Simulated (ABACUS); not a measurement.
A self-consistent single point of AlInSb2 (P-4m2, 4 atoms in the cell; from Materials Project mp-1228890, changed as shown).

```
CELL_PARAMETERS angstrom
      4.44527     0.00000     0.00000
      0.00000     4.44527     0.00000
      0.00000     0.00000     6.26302
ATOMIC_POSITIONS crystal
  Al 0.00000 0.00000 0.00000
  In 0.50000 0.50000 0.50000
  Sb 0.00000 0.50000 0.23337
  Sb 0.50000 0.00000 0.76663
```

All values come from this method and carry its errors: LDA (PW92), PseudoDojo 0.4 standard norm-conserving LDA (tails mended) pseudopotentials (plane waves; ABACUS 3.10.1).

ABACUS settings:

```
setting                                                               value
---------------  ----------------------------------------------------------
KPT                                                       Gamma 4 4 4 0 0 0
basis_type                                                               pw
dft_functional                                                        PWLDA
ecutwfc                                                               84 Ry
smearing_method                                                    gaussian
smearing_sigma                                                0.00367493 Ry
potentials       PseudoDojo 0.4 standard norm-conserving LDA (tails mended)
symmetry                                                                  1
symmetry_prec                                                         1e-05
ks_solver                                                      dav_subspace
scf_nmax                                                                100
scf_thr                                                          1.0e-09 Ry
mixing_type                                                         broyden
mixing_beta                                                             0.4
```

Results:

| Property | Result |
|---|---|
| Number of valence electrons | 46 |
| Number of bands | 33 |
| Number of k-points after the program's reduction | 18 |
| Number of plane waves (most at a k-point) | 10939 |
| Number of SCF iterations | 9 |
| FFT grid | 50 × 50 × 72 |
| Free energy E − TS | -6803.7984 eV |
| Top of the valence band (on the code's own zero) | 7.06 eV |
| Gap on the k-point mesh | 0.51 eV |
| Pressure | -0.22 GPa |
| Largest force (vector length) | 0.010 eV/Å |

Forces (eV/Å):
| atom | Fx | Fy | Fz |
|---|---|---|---|
| Al1 | 0.000 | 0.000 | 0.000 |
| In2 | 0.000 | 0.000 | 0.000 |
| Sb3 | 0.000 | 0.000 | 0.010 |
| Sb4 | 0.000 | 0.000 | -0.010 |

Stress (GPa, positive for compression):
```
-0.02   0.00   0.00
 0.00  -0.02   0.00
 0.00   0.00  -0.63
```

The gap is read on the k-point mesh of the run and can differ from the gap over the whole zone at this level.

For comparison: a first run was changed to give this one (volume scaled by 0.96), and from it to this one the free energy goes down by 9.6 meV/atom, the pressure goes from -2.10 to -0.22 GPa, the largest force goes from 0.034 to 0.010 eV/Å and the gap on the mesh goes from 0.245 to 0.513 eV.

Spin-orbit coupling is left out, which matters for bands and gaps with elements this heavy. The structure comes from a collection of computed structures, made at another level of theory; the collection holds predicted forms beside known ones.

Cost on one core: around 80 core-seconds (rough).

“Tails mended”: in these copies of the files the far tail of each local potential was reset to the Coulomb form.
